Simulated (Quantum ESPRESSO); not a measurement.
Simulation results for AlSi2PC4 (made-up cell), MgGa2SiP4 (made-up cell)

All values are calculated (Quantum ESPRESSO 7.5). Calculation on a made-up crystal cell, not a measurement, rerun at a higher cutoff and a denser mesh: periodic Kohn-Sham density functional theory in plane waves with PseudoDojo standard norm-conserving scalar-relativistic pseudopotentials, each functional with its own files (v0.5 for PBE, v0.4.1 for LDA and PBEsol), no spin polarisation, no spin-orbit coupling, atoms not relaxed, stress positive in tension, energies less a fixed whole-eV offset for each atom's element; levels are Kohn-Sham levels at fractions of this cell's reciprocal vectors, counted from the reference band (half the neutral cell's valence electrons, rounded up) at Gamma; error bars give the change to or from the runs named with them, not the error of the files; each bar is the largest change over components, and at least 0.002 eV, 0.002 eV per angstrom or 0.02 GPa; energies are for the whole cell, and the offsets were chosen from early runs and are not element reference energies.

Settings shared by all entries: lattice type zincblende/diamond; functional pbe; fermi dirac smearing 0.025 eV; scf tolerance 1e-07 eV; electrons removed 0; k mesh 6 x 6 x 6, shifted by half a step.

(1) AlSi2PC4 (made-up cell)

```
AlSi2PC4
1.0
      4.3786     0.0018     0.0435
      0.0018     4.4620    -0.0079
      0.0435    -0.0079     4.4881
Al Si P Si C
1 1 1 1 4
Direct
  0.00243 -0.01187 0.01562
  0.00378 0.52057 0.52003
  0.48340 0.00125 0.50986
  0.51721 0.51131 -0.01354
  0.23855 0.23780 0.26753
  0.26043 0.74701 0.75047
  0.72376 0.24609 0.77667
  0.72109 0.74510 0.25510
```

* cutoff: 1347 eV
* free energy less offsets: -1.749 eV
* scf iterations: 12
* smearing term minus ts: 0 eV
* pressure: -3.258 GPa
* stress xx: -1.417 GPa
* stress yy: 5.446 GPa
* stress zz: 5.746 GPa
* stress yz: -4.35 GPa
* stress xz: 4.098 GPa
* stress xy: -0.03767 GPa
* error bar energy: 0.006474 eV
* error bar stress: 0.05622 GPa
* error bar force: 0.003942 eV/Å
* error bars from: change from the looser run of this cell

Atoms:
```tsv
atoms element	atom site	atom energy offset (eV)
Al	1	-64
Si	2	-115
P	3	-189
Si	4	-115
C	5	-163
C	6	-163
C	7	-163
C	8	-163
```

Forces:
```tsv
site	x (eV/Å)	y (eV/Å)	z (eV/Å)
1	-0.8662	0.7673	-0.2571
2	-1.393	-2.442	-1.461
3	0.4445	0.7067	-0.6851
4	-2.813	-0.7395	2.544
5	1.498	1.672	1.333
6	0.481	0.5391	-0.528
7	1.759	-0.9021	-3.24
8	0.8906	0.3983	2.294
```

(2) MgGa2SiP4 (made-up cell)

```
MgGa2SiP4
1.0
      5.4879     0.0374     0.0079
      0.0374     5.5687    -0.1030
      0.0079    -0.1030     5.5202
Si Mg Ga P
1 1 2 4
Direct
  -0.00563 0.01051 -0.00288
  0.00515 0.49688 0.50361
  0.51655 0.00412 0.49265
  0.49658 0.50809 0.00082
  0.23666 0.24624 0.24052
  0.25626 0.74384 0.75131
  0.73955 0.24453 0.74331
  0.75081 0.74425 0.25521
```

* cutoff: 1437 eV
* free energy less offsets: -1.383 eV
* scf iterations: 10
* smearing term minus ts: 0 eV
* pressure: 0.8634 GPa
* stress xx: -0.6294 GPa
* stress yy: -0.6261 GPa
* stress zz: -1.335 GPa
* stress yz: -4.116 GPa
* stress xz: -0.9201 GPa
* stress xy: 0.4157 GPa
* error bar energy: 0.007489 eV
* error bar stress: 0.02 GPa
* error bar force: 0.002342 eV/Å
* error bars from: change from the looser run of this cell

Atoms:
```tsv
atoms element	atom site	atom energy offset (eV)
Si	1	-115
Mg	2	-1617
Ga	3	-2080
Ga	4	-2080
P	5	-189
P	6	-189
P	7	-189
P	8	-189
```

Forces:
```tsv
site	x (eV/Å)	y (eV/Å)	z (eV/Å)
1	-0.01888	-0.98	-0.2676
2	-0.5405	0.01754	0.3195
3	-1.532	-0.5136	-0.1198
4	-0.2191	-0.4174	0.1598
5	0.9366	-0.7523	-0.6704
6	-0.0859	1.707	0.5068
7	0.8671	0.0296	1.365
8	0.5925	0.9091	-1.294
```
